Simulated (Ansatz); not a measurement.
Rocksalt SrO, relaxed with r2SCAN, was run in Ansatz 0.2.0 under altered settings. All numbers are computed, without spin polarisation but where a row says otherwise.

```yaml
crystal:
  lattice:
    - [0.00000, 2.57989, 2.57989]
    - [2.57989, 0.00000, 2.57989]
    - [2.57989, 2.57989, 0.00000]
  atoms:
    - { symbol: Sr, position: [0.00000, 0.00000, 0.00000] }
    - { symbol: O, position: [0.50000, 0.50000, 0.50000] }
```

The base run's other keys:
```yaml
kpoints:
  mp_grid: { grid: [4, 4, 4] }
hamiltonian:
  xc: hse06
scf:
  occupations: { method: fixed }
  n_extra_bands: 4
```

It takes 12 iterations with 645 plane waves at 420 eV and 8 k points, and leaves a mean stress of -0.31 GPa. The gap over this mesh is 4.793 eV.

Outcomes, with energy and stress as changes against the base:
```csv
setting,outcome,ΔF (meV/atom),Δ mean stress (GPa),gap on the mesh (eV),iterations
hamiltonian.xc: r2scan50 (cutoff then 500 eV),converged,–,-2.3,7.972,17
scf.exx.singularity: regularized,converged,0.0,0.0,4.793,12
"PBE hybrid, exx coeff 0.75, omega 0.2078 1/Å",converged,–,-4.1,8.014,22
"PBE hybrid, exx coeff -0.2, unscreened",refused,–,–,–,–
"kpoints.mp_grid.grid: [1, 1, 8]","converged, warned",+632,+4.7,5.255,14
```
A dash marks a value that wasn't obtained or can't be compared. Stress is positive in compression. Its mean hides that meshes of lower symmetry stress the axes unequally.

- hamiltonian.xc: r2scan50. The cutoff follows the functional, from 420 to 500 eV. The mean stress moves by -2.3 GPa and the gap on the mesh by +3.179 eV (to 7.972). It's another functional on the same cell, so totals aren't comparable.
- PBE hybrid, exx coeff 0.75, omega 0.2078 1/Å. That is 75 % exact exchange, screened with ω = 0.2078 1/Å, against HSE06's 25 % screened at 0.208 1/Å. The mean stress moves by -4.1 GPa and the gap on the mesh by +3.221 eV (to 8.014). Totals of different functionals aren't comparable.
- PBE hybrid, exx coeff -0.2, unscreened. It is rejected at once. Error: invalid value for `hamiltonian.xc.exx.coeff`: must be finite and in (0, 1]; got -0.2
- kpoints.mp_grid.grid: [1, 1, 8]. The free energy moves by +632 meV an atom, the mean stress by +4.7 GPa (single components by up to 20.4) and the gap on the mesh by +0.462 eV (to 5.255). The mesh breaks the crystal's symmetry, so the stress, and any force that symmetry no longer fixes, lose it too. The gap changes mostly because other points are sampled; a mesh that misses a band edge overestimates it. The mesh is too coarse. Warned: symmetry narrowed by mesh.

Within 1 meV an atom, 0.1 GPa and 0.005 eV of the base stay: scf.exx.singularity: regularized.

The program warns that its thresholds are loose for a hybrid's stress.

The meshes of the hybrids are coarse, so their gaps aren't converged to the digits shown.
